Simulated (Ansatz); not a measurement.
Ru:
```
Ru
1.0
    2.69041     0.00000     0.00000
   -1.34520     2.32996     0.00000
    0.00000     0.00000     4.25073
Ru
2
Direct
  0.33333   0.66667   0.75000
  0.66667   0.33333   0.25000
```

Relaxed with PBEsol. Special points in fractions of this cell's reciprocal vectors: Γ (0.000, 0.000, 0.000); M (0.500, 0.000, 0.000); K (0.333, 0.333, 0.000); A (0.000, 0.000, 0.500); L (0.500, 0.000, 0.500); H (0.333, 0.333, 0.500).

### Question
List the band energies nearest the Fermi level at these points for plane-wave PAW PBEsol (Ansatz code).

### Answer
In eV from the Fermi level; about four levels below and three above (degenerate sets whole), none deeper than 8.9 eV; … stands for higher levels left out; points with the same levels are listed once.

```tsv
k	below	above
Γ	-2.00 -2.00 -1.46 -1.46	1.21 1.21 …
M	-3.15 -2.15 -1.89 -1.58	1.45 1.89 1.98
K	-3.92 -2.95 -2.95 -1.13	1.03 1.03 1.49
A	-2.88 -2.88 -2.88 -2.88 -2.81 -2.81	…
L	-4.69 -4.69 -1.12 -1.12	0.42 0.42 1.72 1.72
H	-2.82 -2.82 -1.25 -1.25	1.25 1.25 …
```

Space group P6_3/mmc (hcp (Mg type)). The cell was relaxed with PBEsol under the symmetry of its start. No spin polarisation was allowed. Spin–orbit coupling is left out wherever it is not named.

Potentials: the later of the program's two PAW sets.
